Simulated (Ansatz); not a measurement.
FeSb in the rocksalt structure

The computed numbers are results of PBEsol, scalar-relativistic (collinear spin) in the plane-wave PAW code Ansatz at 420 eV, Γ-centred 10×10×10 mesh, 0.05 eV Gaussian smearing. The datasets are Ansatz's generated set soft_2.

```
Fe Sb
1.0
     0.00000    2.63313    2.63313
     2.63313    0.00000    2.63313
     2.63313    2.63313    0.00000
Fe Sb
1 1
Direct
  0.50000 0.50000 0.50000
  0.00000 0.00000 0.00000
```

This is a trial structure made by placing the elements on a prototype's sites, so it needn't be the stable form.

Magnetic state: ferromagnetic, site spin moments Fe 2.31 μB.

Cell and atoms are those of this level's equilibrium.

Path: Γ–X–U | K–Γ–L–W–X, with Γ = (0.000, 0.000, 0.000), X = (0.500, 0.000, 0.500), U = (0.625, 0.250, 0.625), K = (0.375, 0.375, 0.750), L = (0.500, 0.500, 0.500), W = (0.500, 0.250, 0.750) in reciprocal vectors of the calculation's cell.

Problem. Is it a metal or an insulator, and if it has a gap, where are the band edges on this path?

Solution. A metal: bands cross the Fermi level.

Bands as a text map, energy in eV from the Fermi level (dashes), each leg drawn with the same width, + spin up, o spin down, # both:
```
  5.57 |   o +++++        o         # +++#+      +   +++
  5.14 |   +             o+          ####         o     
  4.71 |                o             oo          +     
  4.29 |             ooo + o         o  o          o    
  3.86 |    o      oo +++ o+o       o ++ o         +o   
  3.43 |    +     o  +      +      o +  +o              
  3.00 |     oo oo ++    o+  o    o +    +          +oo 
  2.57 |       o  +          +   o++     +o            o
  2.14 |#oooo++ ++       +    ###+                   ++ 
  1.71 | +o  o +        o   o#+ +         +o           +
  1.29 |  +#          oo   o o   o        + o           
  0.86 |   +#oo     oo  +ooo#+   +o        + oooooooo   
  0.43 |      oooooooo##ooo        oooooooo#oooooooooooo
  0.00 |----++--ooo--#ooooo#+-------oooooooo#oooooooooo-
 -0.43 |ooooo#oo    +oooo +ooooooo#o        +      oo  o
 -0.86 | ooo  +   ##o      + oo oo           +       o  
 -1.29 |   ooo####+++++++++  o    o+          ++++++++##
 -1.71 |  o   oo#####++++   o     oo++++++++++++++++ ooo
 -2.14 |   ++++++#+++########       #######+++++++++##++
 -2.57 |+++#++   +#+       +++++++++    oo oo      oo+  
 -3.00 |  +++++++  o++++  o +     +#      oo o    oo+ ++
 -3.43 |    o    ++ o   +++#+       ++++++++#+oooo#+++  
 -3.86 |   +       ++o   o+        +     +++ o++##+     
 -4.29 |    +o       +ooo+o+        o       ++###+      
 -4.71 |     +       o### +         +        o+ +##     
 -5.14 |      #######+  +#                  o+     #####
 -5.57 |                             o     o+           
 -6.00 |                             +    o+            
        Γ      X      UK       Γ       L       W       X
```

Scalar-relativistic only: spin–orbit splittings of the heavy atoms' levels are missing. Site moments are of spin, integrated over atomic spheres. Only parallel moments were tried, so the real magnetic order may be another.
